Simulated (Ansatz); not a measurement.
Below is a relaxed structure of Cd₂F₃. The cell was found from a structure generator's guess, not taken from experiment.

These are results of DFT PBE, scalar-relativistic, plane waves, PAW (Ansatz 0.2.0), not measurements. Cutoff 420 eV, Γ-centred mesh, Gaussian smearing, no spin polarisation.

```
Cd F
1.0
     3.10107    0.00000    0.00000
     0.00000    3.10107    0.00000
     0.00000    0.00000    9.26622
Cd F
2 3
Direct
  0.00000 0.00000 0.81543
  0.00000 0.00000 0.18457
  0.50000 0.50000 0.00000
  0.50000 0.50000 0.28867
  0.50000 0.50000 0.71133
```

The zero of energy is the elements' standard structures at the same level (F₂ as a molecule); no fitted shifts are applied.

(1) What space group does it have?

(2) What is its formation energy per atom?

(3) Is it a metal?

(4) From what recipe could a structure generator have reached it?

Results:

(1) P4/mmm (No. 123). Conventional cell: a = 3.101 Å, c = 9.266 Å. Cd has 4 F at 2.40 Å and 4 F at 2.78 Å; around F on a site of symmetry 4/mmm lie 2 F at 2.67 Å, 8 Cd at 2.78 Å and 4 F at 3.10 Å; around F on a site of symmetry 4mm lie 4 Cd at 2.40 Å, 1 F at 2.67 Å and 4 F at 3.10 Å.

(2) −1.62 eV/atom. A negative formation energy is needed for stability but isn't enough: competing phases decide.

(3) Yes, bands cross the Fermi level on the 12×12×4 mesh.

(4) One such recipe: ordered vacancies on the cation sites of caesium chloride (P4/mmm, No. 123). Other recipes can lead to the same cell.

The last run used a 12×12×4 mesh (in the run's order of axes) for its 5-atom cell and Gaussian smearing of 0.10 eV. No dispersion correction is applied, so the spacing and binding between layers, chains or molecules are poorly described. An odd number of electrons in the primitive cell allows no gap without spin; a larger cell or a magnetic state could open one. Symmetry constrained the relaxation, so the result can be a saddle point.
